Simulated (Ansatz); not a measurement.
KCu4Se3:
```yaml
crystal:
  lattice:
    - [3.92013, 0.00000, 0.00000]
    - [0.00000, 3.92013, 0.00000]
    - [0.00000, 0.00000, 9.74567]
  atoms:
    - { symbol: Cu, position: [0.00000, 0.50000, 0.16177] }
    - { symbol: Cu, position: [0.50000, 0.00000, 0.16177] }
    - { symbol: Cu, position: [0.00000, 0.50000, 0.83823] }
    - { symbol: Cu, position: [0.50000, 0.00000, 0.83823] }
    - { symbol: Se, position: [0.50000, 0.50000, 0.00000] }
    - { symbol: Se, position: [0.00000, 0.00000, 0.30356] }
    - { symbol: Se, position: [0.00000, 0.00000, 0.69644] }
    - { symbol: K, position: [0.50000, 0.50000, 0.50000] }
```

Relaxed with PBEsol. Special points in fractions of this cell's reciprocal vectors: Γ (0.000, 0.000, 0.000); X (0.000, 0.500, 0.000); M (0.500, 0.500, 0.000); Z (0.000, 0.000, 0.500); R (0.000, 0.500, 0.500); A (0.500, 0.500, 0.500).

### Question
List the band energies nearest the Fermi level at these points for PBEsol with spin–orbit coupling (plane waves, PAW; program Ansatz).

### Answer
In eV from the Fermi level; about four levels below and three above (degenerate sets whole), none deeper than 8.9 eV; points with the same levels are listed once.

| k | below | above |
|---|---|---|
| Γ | -0.75 -0.75 -0.68 -0.68 | 0.20 0.20 0.52 0.52 |
| X | -0.22 -0.22 -0.13 -0.13 | 0.07 0.07 1.65 1.65 |
| M | -1.22 -1.22 -1.21 -1.21 | 1.86 1.86 3.01 3.01 |
| Z | -0.68 -0.68 -0.59 -0.59 | 0.52 0.52 0.64 0.64 |
| R | -0.10 -0.10 -0.05 -0.05 | 2.23 2.23 2.48 2.48 |
| A | -1.22 -1.22 -1.22 -1.22 | 2.18 2.18 2.91 2.91 |

Space group P4/mmm. The workflow started from an entry of the Crystallography Open Database (COD, 293 K). Whether it is the stable phase at ambient conditions was not checked. The PBEsol relaxation kept the symmetry of its start; its stability against distortions is not shown here. The run is not spin-polarised. With an odd number of electrons in the cell and no spin polarisation, the count alone makes it a metal.

Potentials: the later of the program's two PAW sets.
